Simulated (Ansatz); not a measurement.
InAs (CsCl type, Pm-3m) under volume change, PBEsol (plane waves, PAW; program Ansatz), scaled uniformly.

```json
[
 {"V (Å³/atom)": "19.606", "E − E(relaxed) (meV/atom)": "44.7", "P (GPa)": "8.10"},
 {"V (Å³/atom)": "20.253", "E − E(relaxed) (meV/atom)": "18.6", "P (GPa)": "4.92"},
 {"V (Å³/atom)": "20.899", "E − E(relaxed) (meV/atom)": "4.3", "P (GPa)": "2.23"},
 {"V (Å³/atom)": "21.545", "E − E(relaxed) (meV/atom)": "0.0", "P (GPa)": "0.00"},
 {"V (Å³/atom)": "22.192", "E − E(relaxed) (meV/atom)": "3.7", "P (GPa)": "-1.73"},
 {"V (Å³/atom)": "22.838", "E − E(relaxed) (meV/atom)": "13.7", "P (GPa)": "-3.22"},
 {"V (Å³/atom)": "23.484", "E − E(relaxed) (meV/atom)": "29.4", "P (GPa)": "-4.50"}
]
```

Question: What does a third-order Birch–Murnaghan fit give for V₀, B₀ and B′?

Answer: V₀ = 21.56 Å³/atom, B₀ = 66.0 GPa, B′ = 5.4.

A made-up cell: these elements were put on the sites of a structure type; neither database checked (COD, Materials Project) lists it. It is not the phase usual at ambient conditions (space group No. 216). The PBEsol relaxation kept the symmetry of its start; whether a distortion lowers the energy is not shown.

Potentials: the earlier of the program's two PAW sets. The files were generated under PBE; for other functionals the program regenerates the frozen cores, and for LDA and PBEsol the local potential too.
